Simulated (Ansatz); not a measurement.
Method: Ansatz, DFT PBE, scalar-relativistic, plane waves, PAW. All cells share a 420 eV cutoff and Γ-centred k meshes spaced at most about 0.3 Å⁻¹ (about 0.25 or finer for metals, 2π included). No spin polarisation in the final relaxations.

All energies are static (0 K, no zero-point motion). Lower structures may exist.

Question: Which of these relaxed structures of BPd4 is the lowest in energy?
1. Space group Pmm2 (No. 25), orthorhombic, a = 2.855 Å, b = 4.363 Å, c = 5.887 Å. Around B lie 3 Pd at 1.95–2.03 Å and 2 Pd at 2.18 Å; Pd on its first site has 2 B at 2.18 Å and 10 Pd at 2.86–3.05 Å; Pd on its second site is surrounded by 8 Pd at 2.74–2.86 Å and 2 Pd at 3.05 Å; Pd on its third site has 2 B at 2.03 Å and 10 Pd at 2.74–3.02 Å; 1 more site not described.
2. Space group P-6m2 (No. 187), hexagonal, a = 5.417 Å, c = 2.809 Å. B is surrounded by 6 Pd at 2.12 Å, 2 B at 2.81 Å and 3 Pd at 3.13 Å; Pd on a site of symmetry mm2 is surrounded by 2 B at 2.12 Å, 6 Pd at 2.67–2.81 Å and 4 Pd at 3.05 Å; Pd on a site of symmetry -6m2 is surrounded by 2 Pd at 2.81 Å, 12 Pd at 3.05 Å and 3 B at 3.13 Å.
3. Space group P6/mmm (No. 191), hexagonal, a = 5.037 Å, c = 3.938 Å. B has 2 Pd at 1.97 Å and 6 Pd at 2.52 Å; around Pd on a site of symmetry 6/mmm lie 2 B at 1.97 Å; Pd on a site of symmetry mmm has 2 B at 2.52 Å and 4 Pd at 2.52 Å.
4. Space group Im-3m (No. 229), cubic, a = 5.303 Å. Around B lie 8 Pd at 2.30 Å; Pd has 2 B at 2.30 Å and 6 Pd at 2.65 Å.

Answer: 2. It has space group P-6m2 (No. 187); the next, 1, with space group Pmm2 (No. 25), lies 92 meV/atom higher. Counting Pd atoms around B (those within 1.25 times the shortest such distance or 1.15 times the sum of covalent radii), the lowest has B 6 and the next has B 5.

The Pmm2 cell at 14.7 Å³/atom was relaxed from a Materials Project cell. Cells relaxed within their symmetry can be saddle points. Some types were kept out of the candidates beforehand, so the set may lack a known form.
